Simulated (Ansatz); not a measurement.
## Mn, hcp: geometry optimisation

Computed with Ansatz 0.2.0, DFT, BLYP, plane waves (420 eV) with PAW, scalar-relativistic. The PAW files were generated under PBE, with cores re-solved for the functional.

k-point mesh 14×14×8, Fermi-Dirac smearing 0.05 eV, starting moments 3.00 ×2 μB. Cell and atoms relax.

Starting structure:

```cif
data_structure
_symmetry_space_group_name_H-M 'P 1'
_symmetry_Int_Tables_number 1
_cell_length_a 2.5518
_cell_length_b 2.5518
_cell_length_c 4.1671
_cell_angle_alpha 90.000
_cell_angle_beta 90.000
_cell_angle_gamma 120.000
_cell_volume 23.50
loop_
_atom_site_label
_atom_site_type_symbol
_atom_site_fract_x
_atom_site_fract_y
_atom_site_fract_z
_atom_site_occupancy
Mn1 Mn 0.33333 0.66667 0.25000 1
Mn2 Mn 0.66667 0.33333 0.75000 1
```

**Question.** The pressure at the start is -12.8 GPa. By how much does the volume change?

**Answer.** From 11.75 to 11.10 Å³ per atom, -5.6 %. The final cell has a = 2.514 Å, c = 4.055 Å (c/a = 1.613).

**Question.** How much energy does the relaxation gain?

**Answer.** 28.4 meV per atom.

**Question.** Which magnetic state does it end in?

**Answer.** non-magnetic.
